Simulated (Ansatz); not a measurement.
ZnSnN₂:
```xyz
16
Lattice="5.8466 0.0000 0.0000 0.0000 6.7329 0.0000 0.0000 0.0000 5.4740" Properties=species:S:1:pos:R:3 pbc="T T T"
Zn     3.4067     5.8911     5.4675
Zn     2.4400     0.8418     2.7305
Zn     5.3633     2.5246     2.7305
Zn     0.4833     4.2082     5.4675
Sn     3.4381     2.5254     5.4698
Sn     2.4085     4.2075     2.7328
Sn     5.3318     5.8918     2.7328
Sn     0.5148     0.8410     5.4698
N      3.4058     2.5207     2.0706
N      2.4408     4.2122     4.8076
N      5.3642     5.8871     4.8076
N      0.4825     0.8457     2.0706
N      3.3908     5.8959     2.0456
N      2.4558     0.8369     4.7826
N      5.3791     2.5295     4.7826
N      0.4675     4.2034     2.0456
```

Plane-wave PAW r²SCAN (Ansatz code) gives a gap of 0.53 eV without spin–orbit coupling, maximum at Γ, minimum at Γ.

Question: What happens when spin–orbit coupling is switched on?

Answer: The gap is nearly the same, to 0.53 eV; maximum at Γ, minimum at Γ.

Question: Give the electron effective mass with spin–orbit coupling.

Answer: 0.068 mₑ (isotropic).

Question: Give the hole effective mass with spin–orbit coupling.

Answer: 0.073, 1.1, 1.8 mₑ (principal values).

Space group Pna2_1. Symmetry was held in the r²SCAN relaxation.

Potentials: the later of the program's two PAW sets.
